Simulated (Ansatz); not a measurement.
MnH2O2:
```
CELL_PARAMETERS angstrom
      2.86829     1.65597     0.00000
     -2.86829     1.65597     0.00000
     -0.00060     0.00000     4.60065
ATOMIC_POSITIONS crystal
  Mn 0.91237 0.08763 0.02209
  H  0.57864 0.42136 0.46408
  H  0.24527 0.75473 0.58008
  O  0.57888 0.42112 0.25457
  O  0.24545 0.75455 0.78957
```
The run is spin-polarised; directions of the spins, atom by atom: ↑ 0 0 0 0.

Relaxed with r²SCAN+D4.

Question: Give the Bader charges and basin volumes of the independent atoms, r²SCAN+D4 (plane waves, PAW; program Ansatz).

Answer: 

```
atom  Bader charge (e)  Bader volume (Å³)
----  ----------------  -----------------
Mn1              +1.55               10.2
H2               +0.57                2.1
O4               -1.34               14.6
```

Space group P-3m1. The workflow started from a Materials Project entry (that database holds measured and hypothetical structures alike); the Crystallography Open Database copy checked does not list it. Its standing as an ambient phase is unchecked. The r²SCAN+D4 relaxation kept the symmetry of its start; its stability against distortions is not shown here. Magnetic state: ferromagnetic, the only order run, not a proven ground state. The cell computed holds one magnetic atom, so no antiferromagnetic order was within reach. Other orbital occupations within this spin state were not tried. No Hubbard U is applied.

Potentials: the later of the program's two PAW sets.
